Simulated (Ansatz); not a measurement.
## Time and memory for Cs₃Tl₂Cl₉

```yaml
crystal:
  lattice:
    - [6.4059210635, 3.6984602504, 6.0878540639]
    - [-6.4059210635, 3.6984602504, 6.0878540639]
    - [0.0, -7.3969205009, 6.0878540639]
  atoms:
    - { symbol: Cs, position: [0.4167, 0.0833, 0.75] }
    - { symbol: Cs, position: [0.75, 0.4167, 0.0833] }
    - { symbol: Cs, position: [0.0833, 0.75, 0.4167] }
    - { symbol: Cs, position: [0.5833, 0.9167, 0.25] }
    - { symbol: Cs, position: [0.9167, 0.25, 0.5833] }
    - { symbol: Cs, position: [0.25, 0.5833, 0.9167] }
    - { symbol: Tl, position: [0.85, 0.85, 0.85] }
    - { symbol: Tl, position: [0.65, 0.65, 0.65] }
    - { symbol: Tl, position: [0.15, 0.15, 0.15] }
    - { symbol: Tl, position: [0.35, 0.35, 0.35] }
    - { symbol: Cl, position: [0.9167, 0.5833, 0.75] }
    - { symbol: Cl, position: [0.75, 0.9167, 0.5833] }
    - { symbol: Cl, position: [0.5833, 0.75, 0.9167] }
    - { symbol: Cl, position: [0.0833, 0.4167, 0.25] }
    - { symbol: Cl, position: [0.4167, 0.25, 0.0833] }
    - { symbol: Cl, position: [0.25, 0.0833, 0.4167] }
    - { symbol: Cl, position: [0.0833, 0.9167, 0.75] }
    - { symbol: Cl, position: [0.75, 0.0833, 0.9167] }
    - { symbol: Cl, position: [0.9167, 0.75, 0.0833] }
    - { symbol: Cl, position: [0.5833, 0.4167, 0.75] }
    - { symbol: Cl, position: [0.4167, 0.75, 0.5833] }
    - { symbol: Cl, position: [0.75, 0.5833, 0.4167] }
    - { symbol: Cl, position: [0.9167, 0.0833, 0.25] }
    - { symbol: Cl, position: [0.0833, 0.25, 0.9167] }
    - { symbol: Cl, position: [0.25, 0.9167, 0.0833] }
    - { symbol: Cl, position: [0.4167, 0.5833, 0.25] }
    - { symbol: Cl, position: [0.5833, 0.25, 0.4167] }
    - { symbol: Cl, position: [0.25, 0.4167, 0.5833] }
kpoints:
  mp_grid: { grid: [3, 3, 3] }
scf:
  occupations: { method: fermi_dirac, width: 0.02 }
hamiltonian:
  xc: pbe
  pseudopotentials: { kind: paw }
output:
  forces: true
  stress: true
  populations: true
  efg:
    quadrupole_moments_barn: { Cs: -0.00343, Cl: -0.08112 }
    contact_densities: true
```

```sh
ansatz run input.yaml --threads 2 --pin off --max-ram 5120MiB --backend cpu --events-out ev --progress --plain --runs-dir out
```

It runs on 2 threads of Arm Neoverse V2 (aarch64; 8 cores open to the job, memory cap 5.0 GiB, no GPU), a shared host with a load of 0.4 a core.

(1) How much time and memory should be set aside?

## Answers

(1) About 33 s of wall time (66 s of CPU time) and 2 GiB. The run holds 232 valence electrons in 144 bands, about 16905 plane waves a k-point and 6 irreducible k-points, and took 6 SCF iterations. Times on a shared host vary by tens of per cent.
